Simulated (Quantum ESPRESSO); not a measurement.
## One change at a time to AgRuTi5Zr

Calculated results; nothing here was measured. They come from Quantum ESPRESSO 7.5, a public plane-wave density functional program. Each row is one single-point run on a made-up periodic cell of eight metal atoms, with elements, volume, strain and displacements drawn at random and not relaxed, so a cell may be unstable or far from any real phase. There is no spin polarisation or spin-orbit coupling.

Settings: PBE unless stated; PseudoDojo standard norm-conserving files; Fermi-Dirac width 0.25 eV, which means electrons at about 2900 K; cutoff 1143 eV; 5 x 5 x 5 k mesh shifted half a step off Gamma. E is the free energy of the whole cell (internal energy minus TS), so a -TS column is already part of it. Stress is positive in tension, and the pressure P is minus a third of its trace.

Checks: one run of this series was repeated at a higher cutoff and on a denser mesh, which moved values by no more than 0.002 eV, 0.03 GPa and 0.003 eV/Å, and a second program with other atomic files agreed on it to 2 % rms in force and 0.5 GPa in pressure. Known limits: a spin test at this wide smearing found no moment, but such smearing suppresses magnetism that the real alloy may have.

The lattice is hexagonal close-packed, and the cell vectors in Å are (-0.007, 0.024, 4.535); (5.772, 0.078, -0.009); (-2.819, 4.992, 0.031), a volume of 131.64 Å³ in run 1. The elements on sites 1 to 8 are Ti Ti Ti Ti Zr Ru Ag Ti. Each later run makes one change to run 1 and keeps the rest. E is counted from run 1, and is n/a where other atomic files have another zero of energy.

| run | change | V (Å³) | P (GPa) | -TS (eV) | rms force (eV/Å) | largest change of a force component (eV/Å) | E (eV) |
|---|---|---|---|---|---|---|---|
| 1 | none | 131.64 | 10.21 | -2.247 | 0.754 | 0.000 | 0.000 |
| 2 | sites 7 and 8 exchanged | 131.64 | 9.90 | -2.212 | 0.765 | 0.958 | -0.020 |
| 3 | all lengths scaled by +1.60 % | 138.07 | 3.49 | -2.359 | 0.657 | 0.213 | ? |
| 4 | PBEsol in place of PBE | 131.64 | 4.44 | -2.247 | 0.708 | 0.091 | n/a |
| 5 | Pd on site 7 | 131.64 | 7.06 | -2.272 | 0.667 | 0.385 | n/a |
| 6 | site 4 moved by +0.10 Å along x | 131.64 | 10.45 | -2.254 | 0.805 | 0.642 | 0.085 |

## Worked estimate

Along a uniform scaling dE = -P dV. The mean of the two pressures is 6.850 GPa and the volume changes by 6.43 Å³, with 160.2 GPa to one eV/Å³. The same two rows give -V dP/dV = 141 GPa for this cell with clamped atoms, which is not the bulk modulus of a real alloy.

## Withheld value

Question: what E should run 3 give?

The estimate is -0.275 eV. The calculation gave -0.271 eV. The mean of two end points misses the curvature of P, and the finite cutoff adds a little.
